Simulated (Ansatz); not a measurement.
Input file for Ansatz (a first-principles code):

Ansatz 0.2 input:
```yaml
crystal:
  lattice:
    - [0.0, 2.5579405831, 2.5579405831]
    - [2.5579405831, 0.0, 2.5579405831]
    - [2.5579405831, 2.5579405831, 0.0]
  atoms:
    - { symbol: Zr, position: [0.0, 0.0, 0.0] }
    - { symbol: O, position: [0.25, 0.25, 0.25] }
    - { symbol: O, position: [0.75, 0.75, 0.75] }
kpoints:
  mp_grid: { grid: [9, 9, 9] }
basis: { xc_grid: 2, fft_grid_basis: typed }
hamiltonian:
  xc: pbe
  pseudopotentials: { kind: paw }
scf:
  occupations: { method: fixed }
checkpoint: { read: static.run }
output: { write_density: true, elf: true, volumetric_format: npy }
```

Output (shortened):

```
Pseudopotentials: kind: paw
Pseudopotential: Zr, paw, valence charge 12
Pseudopotential: O, paw, valence charge 6
Functional definition: PBE
Crystal: 3 atoms, lattice volume = 33.474 Å³
Basis set: ecut = 420 eV, 645 PW (Γ), exchange–correlation on 50×50×50 points (8 copies of the dense FFT grid, shifted against one another)
Bands: 16, of which v1, the nominal top of the filled ones, is band 12 counted from 1 (11 counted from 0)
Symmetry: 48 space group operations
Space group: Fm-3m (ITA 225), of the structure as read, at distance tolerance 3.2e-5 Å
k-points: 35 of 729
Initial density: read from a saved state, or passed on in memory by an earlier SCF of this step, an earlier step, the calling program or the single point that …
Stability of the state it starts from, as read at its close in the unpolarized treatment …
Initial wavefunctions: pseudopotential atomic-orbital guess
Eigensolver: davidson
Functional: x = pbe(κ = 0.804, μ = 0.2195149727645171), c = pbe(β = 0.06672455060314922)
iter 1 solved again at ethr=2.10e-8 eV; its pass at ethr=3.10e-3 eV (dr2=5.03e-6 eV) is discarded
SCF iter   1: F=—  HF=-5323.820222 eV  |F-HF|=—  |Δ(HF+E_count)|=         —  Δρ=4.43e-7  dr2=4.68e-11  ethr=2.10e-8  ⟨swp⟩=3.0  Hψ=3958  notcnv=0  defer=70
all-band conjugate gradients solve this SCF's bands
preconditioner: auto → none
SCF iter   2: F=-5323.820222 eV  HF=-5323.820222 eV  |F-HF|=5.55e-11  |Δ(HF+E_count)|=  5.74e-10  Δρ=4.84e-7  dr2=6.21e-11  ethr=1.00e-12  ⟨swp⟩=7.8  Hψ=2557  notcnv=0
SCF 1 converged in 2 iterations: F = -5323.820222 eV  dr2 = 6.21e-11
SCF converged after 2 iterations
Free energy (F): -5323.820222 eV
Harris-Foulkes:  -5323.820222 eV  (|F-HF|=5.55e-11)
Internal energy: -5323.820222 eV  (E = F + TS)
E sigma→0 (E₀):  -5323.820222 eV
Fermi energy:    11.857078 eV
--- Per-component energies (eV) ---
  E_band       = -66.664212
  E_kinetic    = 686.591553
  E_local      = -1151.696561  (includes V_loc(G=0)·N_el)
  E_nonlocal   = 171.099826
  E_hartree    = 379.858310
  E_xc         = -311.769209
  E_vxc        = -382.579802  (∫ρ·V_xc dr)
  E_paw        = -3268.711231  (= ΣΔE_a)
  E_vpaw       = -149.801006  (= ΣTr[D̂ρ^β])
  E_aug_tail   = 0.004986  (compensation charges beyond the density's cutoff)
  E_ewald      = -1829.197895
  E_smearing   =  0.000000  (= −TS)
  E_closure    = 0.000000  (closes the sum)
  Σ components = -5323.820222   (vs F -5323.820222, Δ=0.00e0)
  [band-id]    e_kinetic+e_local+e_nonlocal+2·e_hartree+e_vxc+e_vpaw+e_augmentation_tail = -66.664386   (vs E_band -66.664212, Δ=-1.74e-4)
--- Band table (eV; the first three rows and the last of 35) ---
  k-point 0: bands = ["-36.2477", "-14.0646", "-14.0646", "-14.0646", "-6.2188", "-3.7141", "6.7628", "6.7628", "6.7628", "11.3787", "11.3787", "11.3787", "15.2234", "15.2234", "18.3732", "21.0869"]
  k-point 1: bands = ["-36.2426", "-14.1476", "-14.0724", "-14.0724", "-6.0522", "-3.8357", "6.8803", "6.8803", "7.0877", "11.0823", "11.1568", "11.1568", "15.4493", "15.4493", "18.7684", "20.6643"]
  k-point 2: bands = ["-36.2299", "-14.3465", "-14.0919", "-14.0919", "-5.6603", "-4.0866", "7.1835", "7.1835", "7.8983", "10.4469", "10.7239", "10.7239", "15.8306", "15.8306", "18.8061", "20.5396"]
  k-point 34: bands = ["-36.1911", "-14.5483", "-14.4460", "-14.2216", "-4.5741", "-4.4938", "7.1180", "7.5177", "9.2846", "9.6941", "10.6507", "11.5650", "16.2100", "16.3937", "18.0440", "18.2474"]
  band table: 16 of 16 bands, residual norms ≤ 1.0e-3 eV
```

Cost: very roughly 1.7 core-seconds on shared cores.

This is a known high-temperature phase of the composition, computed here at zero pressure and temperature. Symmetry was held in the PBE relaxation; whether a distortion lowers the energy is not shown. No spin polarisation was allowed. Spin–orbit coupling is left out wherever it is not named.

Potentials: the later of the program's two PAW sets.

Ansatz is a plane-wave DFT program.
